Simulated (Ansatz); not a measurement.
According to plane-wave PAW PBEsol (Ansatz code), Ga$_{2}$PN in the trigonal phase (P3m1; Ga on 1a, Ga on 1c, P on 1a, N on 1c) relaxes to a = 3.503 Å, c = 5.844 Å. P has 4 nearest neighbours from 2.25 Å (tetrahedral); N has 4 nearest neighbours from 1.96 Å (tetrahedral). Against the elements it lies at -0.22 eV/atom, with no fitted shifts.

Electronic character: metallic (no gap). Gap from PBEsol with spin–orbit coupling: none (metallic).

An equation-of-state fit gives a bulk modulus of 1110 kbar. The highest mode at Γ lies at 563 cm⁻¹.

The start of the workflow was typed in or built on a structure type; neither database checked (COD, Materials Project) lists it. Whether it is the stable phase at ambient conditions was not checked. The PBEsol relaxation kept the symmetry of its start; whether a distortion lowers the energy is not shown. As this level gives no gap, phonon frequencies hold no LO–TO term and depend on the k-mesh and smearing (Fermi–Dirac, 0.1 eV here). The references are the lowest solids computed at this level, not always the standard phases (solids in place of the gases). Spin–orbit coupling is left out wherever it is not named.

Potentials: the earlier of the program's two PAW sets. The files were generated under PBE; for other functionals the program regenerates the frozen cores, and for LDA and PBEsol the local potential too.
